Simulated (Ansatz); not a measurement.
Starting cell, Na (bcc, W type):

```
Na
1.0
   -4.19651     4.19651     4.19651
    2.09826    -2.09826     2.09826
    2.09826     2.09826    -2.09826
Na
2
Cartesian
  0.00000   0.00000   0.00000
 -2.09826   2.09826   2.09826
```

The atoms are displaced by Q × the pattern below (from a DFPT mode at N = (0.5, 0.0, 0.0), largest move 1; Q in Å), at fixed cell. (q is in reciprocal vectors of the primitive cell; the cell shown is doubled to hold the pattern.)

```json
[
 {"atom": "Na1", "x": "0.000", "y": "0.707", "z": "-0.707"},
 {"atom": "Na2", "x": "0.000", "y": "-0.707", "z": "0.707"}
]
```

All values below come from PBE (plane waves to 420 eV, PAW, scalar-relativistic; Ansatz, a first-principles code). k mesh 8×16×16 (Γ-centred), Fermi-Dirac smearing 0.05 eV. The energy includes the smearing's −TS. With partly filled bands, energies and forces of such displacements shift with the k mesh and the smearing. Na was relaxed with its symmetry unable to fall. The zero of ΔE is the undisplaced structure. The last digit holds for this mesh only.

| Q (Å) | ΔE (meV/cell) |
|---|---|
| -0.1000 | 0.69 |
| -0.0833 | 0.47 |
| -0.0667 | withheld |
| -0.0500 | 0.17 |
| -0.0333 | 0.07 |
| -0.0167 | 0.02 |
| 0.0000 | 0.00 |
| 0.0167 | 0.02 |
| 0.0333 | 0.07 |
| 0.0500 | 0.17 |
| 0.0667 | withheld |
| 0.0833 | 0.47 |
| 0.1000 | 0.69 |

Fit an even polynomial form (powers 2, 4) to the given rows and predict ΔE at Q = -0.0667.

Least squares on the 11 given rows: ΔE = (65.82)·Q² + (311.0)·Q⁴, in meV/cell with Q in Å; root-mean-square residual 0.002 meV/cell. At -0.0667 the fit gives 0.30 meV/cell; the calculation gives 0.30 meV/cell, the same to the digits shown. The quadratic term alone would give 0.29 meV/cell.

(A displaced cell: forces are minus the slopes of the energy, force constants its curvatures, and phonons follow from these.)
